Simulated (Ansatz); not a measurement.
## Structure optimisation: bismuth, hcp

Computed with DFT, r2SCAN, plane waves (500 eV) with PAW, scalar-relativistic (Ansatz). (PAW data from PBE, frozen cores regenerated.)

k-point mesh 10×10×6, Fermi-Dirac smearing 0.1 eV, no spin polarisation. Cell and atoms relax.

Starting structure:

```
Bi
1.0
     3.55798    0.00000    0.00000
    -1.77899    3.08130    0.00000
     0.00000    0.00000    5.81019
Bi
2
Direct
  0.33333 0.66667 0.25000
  0.66667 0.33333 0.75000
```

Question: What cell does the relaxation end in?

Answer: P6_3/mmc with a = 3.524 Å, c = 5.798 Å (c/a = 1.645); 31.17 Å³ per atom against 31.85 at the start (-2.1 %).

Question: How much energy does the relaxation gain?

Answer: 3.0 meV per atom.

Path of the relaxation (the plane waves are chosen anew near the end, which can shift the energy a little):

```csv
step,E − E(final) (meV/atom),V (Å³/atom),P (GPa),max force (eV/Å)
0,2.95,31.849,-1.18,0.000
1,0.23,30.911,0.48,0.000
2,-0.10,31.171,-0.01,0.000
3,0.00,31.171,-0.01,0.000
```
